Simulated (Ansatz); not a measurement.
ZrO₂ (polar-ZrO2 type, space group Pca2_1)

```yaml
crystal:
  lattice:
    - [5.28675, 0.00000, 0.00000]
    - [0.00000, 5.07266, 0.00000]
    - [0.00000, 0.00000, 5.09827]
  atoms:
    - { symbol: Zr, position: [0.03056, 0.26646, 0.24882] }
    - { symbol: Zr, position: [0.96944, 0.73354, 0.74882] }
    - { symbol: Zr, position: [0.53056, 0.73354, 0.24882] }
    - { symbol: Zr, position: [0.46944, 0.26646, 0.74882] }
    - { symbol: O, position: [0.36584, 0.06772, 0.10712] }
    - { symbol: O, position: [0.63416, 0.93228, 0.60712] }
    - { symbol: O, position: [0.86584, 0.93228, 0.10712] }
    - { symbol: O, position: [0.13416, 0.06772, 0.60712] }
    - { symbol: O, position: [0.22940, 0.53634, 0.00006] }
    - { symbol: O, position: [0.77060, 0.46366, 0.50006] }
    - { symbol: O, position: [0.72940, 0.46366, 0.00006] }
    - { symbol: O, position: [0.27060, 0.53634, 0.50006] }
```

E(V) scan at fixed shape, V₀ the volume above. The atoms relax within the cell's symmetry.

Method: r2SCAN (plane waves to 500 eV, PAW, scalar-relativistic; Ansatz, a program for electronic structure). k mesh 5×5×5 (Γ-centred), Fermi-Dirac smearing 0.05 eV. The energy includes the smearing's −TS. Compression counts positive. The relaxing atoms change the space group within the scan (Pbcn at V/V₀ = 1.100), so nothing is fitted. ZrO2 is run without spin polarisation. ZrO2 was relaxed with its symmetry unable to fall. ΔE is measured from the relaxed starting cell.

```csv
V/V₀,ΔE (kJ/mol of atoms),P (GPa)
0.900,8.31,25.7
0.917,5.65,20.8
0.933,3.53,16.2
0.950,1.94,11.7
0.967,0.84,7.5
0.983,0.20,3.6
1.000,0.00,0.0
1.017,0.19,-3.3
1.033,0.73,-6.1
1.050,1.57,-8.5
1.067,2.66,-10.4
1.083,3.90,-10.8
1.100,4.66,-5.5
```

Summary:

- Pressure at the smallest volume: 25.7 GPa
- Energy cost of the largest compression: 86.2 meV/atom
- Energy cost of the largest expansion: 48.3 meV/atom

(Under strain, the slope of the energy per volume gives the stress and its curvature an elastic modulus.)
